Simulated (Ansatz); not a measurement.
What DFT gives for CaSbPt₃

```
Pt Ca Sb
1.0
     5.76158    0.00000    0.00000
     0.00000    5.76158    0.00000
     0.00000    0.00000    5.43696
Pt Ca Sb
6 2 2
Cartesian
  0.0000 2.8808 0.7889
  2.8808 0.0000 4.6481
  1.4404 1.4404 2.7185
  1.4404 4.3212 2.7185
  4.3212 4.3212 2.7185
  4.3212 1.4404 2.7185
  0.0000 0.0000 0.0000
  2.8808 2.8808 0.0000
  0.0000 2.8808 3.9206
  2.8808 0.0000 1.5164
```

Level: r2SCAN, no spin polarisation; 500 eV; 6×6×6 Γ-centred mesh; fermi-dirac occupations (width 0.1 eV); Ansatz 0.2.0, fixed geometry.

(1) Give the Bader charges.

(2) Is it stable against the elements?

(3) Which atom feels the largest force, and which way?

(4) Is the cell too large or too small?

(5) Metal or insulator?

Origin: a known structure type with other elements, at an estimated volume, so it need not be a known compound. Caveats: atoms or cell far from equilibrium.

## Answers

(1) Bader charges in e: Ca +1.45, Sb +0.89, Pt -0.97 to -0.68. In the mean Ca gives up most and Pt takes most.

(2) -0.27 eV an atom against the elements' usual phases (free molecules for gases, crystals otherwise, with no correction for O₂ or N₂), so it is bound against them; other compounds may still compete. Relaxing would lower it.

(3) The largest is on Sb9 (and as large on other atoms): 4.12 eV/Å, components (0.00, 0.00, 4.12). It makes 0° with the line to a nearest neighbour, Pt1 at 2.31 Å, pointing towards it.

(4) The pressure is 31.3 GPa (compression positive), so with the atoms held at these fractions the cell would first expand; the forces are large, so a full relaxation may end otherwise. The principal stresses 27.7, 27.7, 38.4 GPa differ, so its shape would change too.

(5) It is a metal, with about 4 states/eV a cell as the mean within 0.25 eV of the Fermi level, mostly Pt d (48 %) and Sb p (27 %).
